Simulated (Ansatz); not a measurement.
Theory: DFT PBE, scalar-relativistic, plane waves, PAW (Ansatz 0.2.0). Settings: cutoff 420 eV, Γ-centred meshes spaced at most about 0.3 Å⁻¹, and about 0.25 Å⁻¹ or finer for metals (2π included), Gaussian smearing. No spin polarisation in the final relaxations.

Temperature and zero-point effects are left out.

Two forms of Na3B were relaxed alike.

1.

```yaml
crystal:
  lattice:
    - [4.74725, 0.00000, 0.00000]
    - [-2.37363, 4.11124, 0.00000]
    - [0.00000, 0.00000, 11.07588]
  atoms:
    - { symbol: Na, position: [0.33333, 0.66667, 0.43763] }
    - { symbol: Na, position: [0.33333, 0.66667, 0.06237] }
    - { symbol: Na, position: [0.66667, 0.33333, 0.93763] }
    - { symbol: Na, position: [0.66667, 0.33333, 0.56237] }
    - { symbol: Na, position: [0.00000, 0.00000, 0.25000] }
    - { symbol: Na, position: [0.00000, 0.00000, 0.75000] }
    - { symbol: B, position: [0.00000, 0.00000, 0.00000] }
    - { symbol: B, position: [0.00000, 0.00000, 0.50000] }
```

2.

```yaml
crystal:
  lattice:
    - [4.99711, 0.00000, 0.00000]
    - [-2.49856, 4.32763, 0.00000]
    - [0.00000, 0.00000, 5.26166]
  atoms:
    - { symbol: Na, position: [0.33333, 0.66667, 0.00000] }
    - { symbol: Na, position: [0.66667, 0.33333, 0.00000] }
    - { symbol: Na, position: [0.00000, 0.00000, 0.50000] }
    - { symbol: B, position: [0.00000, 0.00000, 0.00000] }
```

Question: Which is lower in energy, and by how much?

Answer: Cell 1 is lower, by 27 meV/atom. Cell 1 has space group P6_3/mmc (No. 194), 27.0 Å³/atom and no gap on its mesh; cell 2 has the Li3N type, space group P6/mmm (No. 191), 28.4 Å³/atom and no gap. Counting Na atoms around B (those within 1.25 times the shortest such distance or 1.15 times the sum of covalent radii, 1.27 where that leaves under three; a plus sign parts nearer from farther groups), cell 1 has B 8 and cell 2 has B 2+6. The denser one is the lower, and pressure would at first widen the difference. Even the lower one lies +0.80 eV/atom against the reference forms of the elements (uncorrected), so neither is stable at this level. In cell 1, Na on a site of symmetry 3m has 3 B at 2.83 Å, 3 Na at 3.07 Å and 3 Na at 3.44 Å; around Na on a site of symmetry -6m2 lie 2 B at 2.77 Å and 6 Na at 3.44 Å; around B lie 8 Na at 2.77–2.83 Å. In cell 2, Na on a site of symmetry -6m2 is surrounded by 3 B at 2.89 Å and 3 Na at 2.89 Å; Na on a site of symmetry 6/mmm is surrounded by 2 B at 2.63 Å and 12 Na at 3.90 Å; B has 2 Na at 2.63 Å and 6 Na at 2.89 Å. Both come from invented guesses.

Cells relaxed within their symmetry can be saddle points. The P6_3/mmc cell of Na3B came from shaking the P6/mmm one.
